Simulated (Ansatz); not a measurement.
Relaxed BaHfO3 (cubic perovskite):

```yaml
crystal:
  lattice:
    - [4.20617, 0.00000, 0.00000]
    - [0.00000, 4.20617, 0.00000]
    - [0.00000, 0.00000, 4.20617]
  atoms:
    - { symbol: Ba, position: [0.00000, 0.00000, 0.00000] }
    - { symbol: Hf, position: [0.50000, 0.50000, 0.50000] }
    - { symbol: O, position: [0.00000, 0.50000, 0.50000] }
    - { symbol: O, position: [0.50000, 0.50000, 0.00000] }
    - { symbol: O, position: [0.50000, 0.00000, 0.50000] }
```

The atoms are displaced by Q × the pattern below (from a DFPT mode at Γ, largest move 1; Q in Å), at fixed cell. It is one choice among 3 degenerate patterns.

```
atom      x      y       z
----  -----  -----  ------
O3    0.000  0.000  -1.000
O5    0.000  0.000   1.000
```

Atoms not listed stay in place.

The numbers are results of PBE (plane waves to 420 eV, PAW, scalar-relativistic; Ansatz, a quantum-chemistry and plane-wave program), not measurements. k mesh 8×8×8 (Γ-centred), Fermi-Dirac smearing 0.05 eV. BaHfO3 is run without spin polarisation. BaHfO3 was relaxed with its symmetry unable to fall. Spin-orbit coupling is left out, though Hf is heavy. 

```
Q (Å)   −dE/dQ from forces (eV/Å)
------  -------------------------
-0.180                      1.003
-0.150                      0.805
-0.120                      0.622
-0.090                      0.454
-0.060                      0.296
-0.030                      0.146
0.000                       0.000
0.030                      -0.146
0.060                      -0.296
0.090                      -0.454
0.120                      -0.622
0.150                      -0.805
0.180                      -1.003
```

What harmonic wavenumber does the curvature at Q = 0 give?

203 cm⁻¹. E″ = 4.84 eV/Å², M = Σ mᵢ|uᵢ|² = 32.0 u, ν̃ = 521.5·√(|E″|/M).

(For displaced atoms, the force is minus the slope of the energy, and its curvature is a force constant, which sets phonon frequencies.)
